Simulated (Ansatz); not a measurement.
Relaxed-ion elastic tensor of VPt3 (Cu3Au type, space group No. 221) in GPa (Voigt order), PBEsol (plane waves, PAW; program Ansatz); density 18.24 g/cm³, 14.48 Å³ per atom.

```csv
,1,2,3,4,5,6
1,395,213,213,0.0,0.0,0.0
2,213,395,213,0.0,0.0,0.0
3,213,213,395,0.0,0.0,0.0
4,0.0,0.0,0.0,155,0.0,0.0
5,0.0,0.0,0.0,0.0,155,0.0
6,0.0,0.0,0.0,0.0,0.0,155
```

**Question.** Is the crystal mechanically stable?

**Answer.** Yes: the smallest eigenvalue of C is 155 GPa.

**Question.** Work out the Voigt, Reuss and Hill averages.

**Answer.** K_V = 273, K_R = 273, K_H = 273; G_V = 129, G_R = 121, G_H = 125 GPa.

**Question.** Give Young's modulus, Poisson's ratio, Pugh's ratio and the universal anisotropy index.

**Answer.** E = 9KG/(3K + G) = 325 GPa; ν = 0.30; K/G = 2.19 (ductile by the Pugh limit of 1.75); A_U = 5G_V/G_R + K_V/K_R − 6 = 0.35.

**Question.** Estimate the sound speeds and the Debye temperature.

**Answer.** v_l = √((K + 4G/3)/ρ) = 4910 m/s, v_t = √(G/ρ) = 2620 m/s, mean 2920 m/s; Θ = (h/k)(3n/4πV)^(1/3) v_m = 357 K.

Space group Pm-3m (Cu3Au type). The workflow started from a Materials Project entry (that database holds measured and hypothetical structures alike); the Crystallography Open Database files this formula in space group No. 221, but the cells were not matched. Whether it is the stable phase at ambient conditions was not checked. The PBEsol relaxation kept the symmetry of its start; whether a distortion lowers the energy is not shown. Spin order of the final state: ferromagnetic, chosen from 4 collinear starts compared on coarse meshes (ties went to the first, and starts can fall back to one state), not a proven ground state. As this level gives no gap, shear constants depend on the k-mesh and smearing (Fermi–Dirac, 0.1 eV here). Spin–orbit coupling is left out wherever it is not named.

Potentials: the later of the program's two PAW sets.
